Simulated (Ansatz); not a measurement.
Total density of states per atom from plane-wave PAW r²SCAN (Ansatz code), in 0.25 eV bins, energy from the valence-band maximum:

(E (eV), states/eV/atom): (-3.20, 0.00); (-2.95, 0.18); (-2.70, 0.65); (-2.45, 1.32); (-2.20, 1.05); (-1.95, 0.39); (-1.70, 0.39); (-1.45, 0.67); (-1.20, 0.83); (-0.95, 1.17); (-0.70, 1.69); (-0.45, 2.18); (-0.20, 1.46); (0.05, 0.04); (0.30, 0.00); (0.55, 0.00); (0.80, 0.00); (1.05, 0.00); (1.30, 0.00); (1.55, 0.00); (1.80, 0.00); (2.05, 0.00); (2.30, 0.00); (2.55, 0.00); (2.80, 0.00); (3.05, 0.00); (3.30, 0.00); (3.55, 0.00); (3.80, 0.00); (4.05, 0.00); (4.30, 0.00); (4.55, 0.01); (4.80, 0.01); (5.05, 0.02); (5.30, 0.03); (5.55, 0.03); (5.80, 0.04); (6.05, 0.05); (6.30, 0.06); (6.55, 0.08); (6.80, 0.09); (7.05, 0.11); (7.30, 0.14); (7.55, 0.26); (7.80, 0.47); (8.05, 0.36); (8.30, 0.38); (8.55, 0.39); (8.80, 0.31); (9.05, 0.47)

Q: Which of these materials gives this?
A) LiNbO3, R-3c (Li on 6a, Nb on 6b, O on 18e)
B) Li2O, anti-fluorite
C) CsPH2O4, P2_1 (Pearson symbol mP16)
D) MgO, P6_3mc (Mg on 2b, Mg on 2a, O on 2b, O on 2a)

A: D, MgO, P6_3mc (Mg on 2b, Mg on 2a, O on 2b, O on 2a). Top 1 eV of the valence band: O 2p 97 %. Bottom 1 eV of the conduction band: Mg 3s 64 %, O 2s 26 %, O 2p 9 %. Projections are on Löwdin-orthogonalised atomic valence shells; empty p or d shells of many metals are not among them.

The workflow started from a Materials Project entry (that database holds measured and hypothetical structures alike); the Crystallography Open Database copy checked does not list it. It is not the phase usual at ambient conditions (space group No. 225). Symmetry was held in the r²SCAN relaxation; whether a distortion lowers the energy is not shown.

Potentials: the later of the program's two PAW sets.
